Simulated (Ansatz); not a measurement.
GaSb:
```yaml
crystal:
  lattice:
    - [4.31284, 0.00000, 0.00000]
    - [-2.15642, 3.73503, 0.00000]
    - [0.00000, 0.00000, 14.15461]
  atoms:
    - { symbol: Ga, position: [0.66667, 0.33333, 0.99977] }
    - { symbol: Sb, position: [0.66667, 0.33333, 0.18776] }
    - { symbol: Ga, position: [0.00000, 0.00000, 0.25049] }
    - { symbol: Sb, position: [0.00000, 0.00000, 0.43698] }
    - { symbol: Ga, position: [0.33333, 0.66667, 0.49977] }
    - { symbol: Sb, position: [0.33333, 0.66667, 0.68776] }
    - { symbol: Ga, position: [0.00000, 0.00000, 0.75049] }
    - { symbol: Sb, position: [0.00000, 0.00000, 0.93698] }
```

Relaxed with PBEsol. Special points in fractions of this cell's reciprocal vectors: Γ (0.000, 0.000, 0.000); M (0.500, 0.000, 0.000); K (0.333, 0.333, 0.000); A (0.000, 0.000, 0.500); L (0.500, 0.000, 0.500); H (0.333, 0.333, 0.500).

### Question
List the band energies nearest the Fermi level at these points for PBEsol in the plane-wave PAW code Ansatz.

### Answer
In eV from the Fermi level; about four levels below and three above (degenerate sets whole), none deeper than 8.9 eV; points with the same levels are listed once.

```csv
k,below,above
Γ,-0.14 -0.02 -0.02 0.00,0.20 0.61 0.89
M,-2.07 -2.06 -1.56 -1.23,0.41 0.59 0.82
K,-2.97 -2.30 -2.30 -1.73,1.41 2.17 2.17
A,-0.28 -0.28 -0.28 -0.28,0.34 0.34 1.09 1.09
L,-2.19 -2.19 -1.52 -1.52,0.83 0.83 1.34 1.34
H,-2.42 -2.42 -2.11 -2.11,1.51 1.51 2.56 2.56
```

Space group P6_3mc. The start of the workflow was typed in or built on a structure type; the Crystallography Open Database copy checked does not list it. It is not the phase usual at ambient conditions (space group No. 216). The PBEsol relaxation kept the symmetry of its start; its stability against distortions is not shown here. The Fermi level of a semimetal is unsure by some 0.05 eV on such meshes. Spin–orbit coupling is left out wherever it is not named.

Potentials: the earlier of the program's two PAW sets. The files were generated under PBE; for other functionals the program regenerates the frozen cores, and for LDA and PBEsol the local potential too.
